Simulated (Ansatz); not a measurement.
Data:

ZnIn2S4:
```cif
data_In6S12Zn3
_chemical_formula_sum 'S12 Zn3 In6'
_space_group_name_H-M_alt 'R3m :H'
_space_group_IT_number 160
_space_group_name_Hall 'R 3 -2"'
_cell_length_a 3.82994
_cell_length_b 3.82994
_cell_length_c 35.91686
_cell_angle_alpha 90.000
_cell_angle_beta 90.000
_cell_angle_gamma 120.000
loop_
_atom_site_label
_atom_site_type_symbol
_atom_site_symmetry_multiplicity
_atom_site_Wyckoff_symbol
_atom_site_fract_x
_atom_site_fract_y
_atom_site_fract_z
_atom_site_occupancy
S1 S 3 a 0.00000 0.00000 0.45999 1
S2 S 3 a 0.00000 0.00000 0.30079 1
S3 S 3 a 0.00000 0.00000 0.86995 1
S4 S 3 a 0.00000 0.00000 0.04267 1
Zn1 Zn 3 a 0.00000 0.00000 0.39123 1
In1 In 3 a 0.00000 0.00000 0.16170 1
In2 In 3 a 0.00000 0.00000 0.93767 1
```
(The calculation used a cell of 7 atoms; values per cell refer to that cell.)

This is the LDA-relaxed structure.

**Question.** All from LDA in the plane-wave PAW code Ansatz, unless another level is named. Predict the electron effective mass.

**Answer.** 0.10 mₑ (isotropic).

**Question.** Next, the formation energy from the elements (no fitted shifts)?

**Answer.** -0.61 eV/atom.

**Question.** Predict the HSE06 gap on the LDA cell.

**Answer.** 1.23 eV.

**Question.** And the gap with spin–orbit coupling?

**Answer.** 0.29 eV.

The workflow started from an entry of the Crystallography Open Database (COD), which files this formula under 3 space groups. Its standing as an ambient phase is unchecked. Symmetry was held in the LDA relaxation; its stability against distortions is not shown here. A crystal of weakly bound layers computed without a dispersion correction: the cell and the soft elastic constants depend strongly on that. The references are the lowest solids computed at this level, not always the standard phases. Scalar-relativistic: spin–orbit coupling is off unless named, which matters more the heavier the elements.

Potentials: the later of the program's two PAW sets.
